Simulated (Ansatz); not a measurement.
# TiO2 under strain

Computed with DFT r2SCAN, scalar-relativistic, plane waves, PAW in Ansatz 0.2.0. (500 eV cutoff, 6×6×4 k-mesh, Gaussian smearing of 0.02 eV, no spin polarisation)

The relaxed crystal:

```xyz
12
Lattice="3.7777 0.0000 0.0000 0.0000 3.7777 0.0000 0.0000 0.0000 9.5840" Properties=species:S:1:pos:R:3 pbc="T T T"
Ti    0.0000    1.8889    7.1880
Ti    1.8889    1.8889    0.0000
Ti    1.8889    0.0000    2.3960
Ti    0.0000    0.0000    4.7920
O     0.0000    1.8889    9.1743
O     1.8889    1.8889    7.5978
O     1.8889    0.0000    0.4097
O     0.0000    0.0000    6.7783
O     1.8889    0.0000    4.3823
O     0.0000    0.0000    2.8058
O     0.0000    1.8889    5.2018
O     1.8889    1.8889    1.9863
```

Deformation: c alone is stretched, the rest of the cell is held and the atoms relax, all within the symmetry that the strain leaves. Energies are extrapolated to zero smearing. Gaps are generalised Kohn–Sham gaps over the whole zone.

```csv
strain (%),ΔE (meV/atom),a (Å),b (Å),c (Å),gap (eV)
-3.0,6.9,3.778,3.778,9.296,2.44
-2.0,3.0,3.778,3.778,9.392,2.47
-1.0,0.8,3.778,3.778,9.488,2.50
+0.0,0.0,3.778,3.778,9.584,2.53
+1.0,0.7,3.778,3.778,9.680,2.55
+2.0,2.9,3.778,3.778,9.776,2.58
+3.0,6.5,3.778,3.778,9.872,2.60
```

Q: What stiffness (1/V) d²E/dε² at zero strain does a cubic fit over all points give?

A: A cubic fit gives (1/V) d²E/dε² = 210 GPa at zero strain (the elastic constant along c at held a and b).

Q: How fast does the gap move with strain on either side?

A: 28 meV per percent on the compressed side and 25 meV per percent on the stretched side.